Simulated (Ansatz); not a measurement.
The relaxed structure here is a generated cell of SnS2: the first start was made by placing the elements on the sites of a structure type, and the end was not matched to a known phase here, so it may be hypothetical. Known forms of SnS2 include space group No. 164.

A structure of SnS2 relaxed with PBEsol (plane waves to 420 eV, PAW, scalar-relativistic; Ansatz, a quantum-chemistry and plane-wave program); single points at other levels follow on the same geometry (Ansatz, PAW; HSE06 at 420 eV on a 4×4×6 k-mesh; no spin-orbit coupling). Space group Pnnm (No. 58).

SnS2 has the orthorhombic space group Pnnm (No. 58), Pearson symbol oP6. Cell: a = 5.803 Å, b = 6.188 Å, c = 3.740 Å, α = β = γ = 90.00°. Sn on 2b is surrounded by 6 S at 2.526–2.647 Å (octahedral). S on 4g sees 3 Sn at 2.526–2.647 Å. (Neighbours: up to the widest gap in distance over summed covalent radii, below 1.35, at either atom; cation-cation and far metal-metal contacts left out.)

```tsv
level	gap (eV)	kind	conduction minimum
PBEsol	0.35	direct	Γ
HSE06	(withheld)	–	(withheld)
```

Task: Some entries are withheld; supply them.

Result: 
- HSE06, gap (eV): 0.93
- HSE06, conduction minimum: Γ

No spin polarisation in the result.

It was reached from a disturbed copy of a P4₂/mnm (No. 136) cell (rutile type), against which it lies -0.03 eV/atom.
